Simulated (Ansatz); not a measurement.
According to DFT-LDA in the program Ansatz with PAW potentials, C in the fcc (Cu type) structure (Fm-3m) relaxes to a = 3.010 Å.

Electronic character: metallic (no gap).

The bulk modulus is 176 GPa. The relaxed-ion elastic constants in GPa are C11 = -97.8, C12 = 322, C44 = -130.

The start of the workflow was typed in or built on a structure type; neither database checked (COD, Materials Project) lists it. It is not the phase usual at ambient conditions (space group No. 194, 227). The LDA relaxation kept the symmetry of its start. At this level the phase is mechanically unstable. The volume moved by -40 % from the start of the relaxation. As this level gives no gap, shear constants depend on the k-mesh and smearing (Fermi–Dirac, 0.1 eV here). On the denser mesh and wider smearing of the elastic run this cell carries a stress of 0.9 GPa.

Potentials: the later of the program's two PAW sets.
